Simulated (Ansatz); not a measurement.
**ZnRe: clamped-ion strain scan**

Computed with DFT PBEsol, scalar-relativistic, plane waves, PAW (Ansatz 0.2.0). The runs took a 420 eV cutoff, a Γ-centred 21×21×10 mesh and Gaussian smearing (0.15 eV). Spin–orbit coupling is left out, which can shift energies with elements as heavy as these. No spin polarisation. Energies are free energies at this smearing, counted from the undisturbed cell; pressure is positive in compression.

Zero of the scan (as given, not relaxed at this level; it stands at -9.3 GPa, and it needn't be the usual structure):

```yaml
crystal:
  lattice:
    - [2.74822, 0.00000, 0.00000]
    - [-1.37411, 2.38003, 0.00000]
    - [0.00000, 0.00000, 4.49407]
  atoms:
    - { symbol: Zn, position: [0.00000, 0.00000, 0.00000] }
    - { symbol: Re, position: [0.33333, 0.66667, 0.50000] }
```

The cell is strained by ε times the Voigt pattern (0, 0, 1, 0, 0, 0) (xx, yy, zz, yz, xz, xy; engineering shear) with fractional coordinates fixed. The cell is metallic on the mesh throughout. At -9 GPa the given cell is far from its own equilibrium, so these figures belong to a strongly strained crystal.

```tsv
ε	ΔE (meV/atom)	stress summed along the pattern (GPa, tension positive)	pressure (GPa)
-0.0400	-9.0	-5.32	-1.2
-0.0300	-12.0	-1.20	-3.5
-0.0200	-11.3	2.64	-5.6
-0.0100	-7.2	6.19	-7.5
0.0000	0.0	9.46	-9.3
0.0100	10.1	12.47	-10.9
0.0200	22.8	15.23	-12.4
0.0300	37.9	17.75	-13.8
0.0350	46.4	18.93	-14.5
0.0400	55.3	20.05	-15.1
```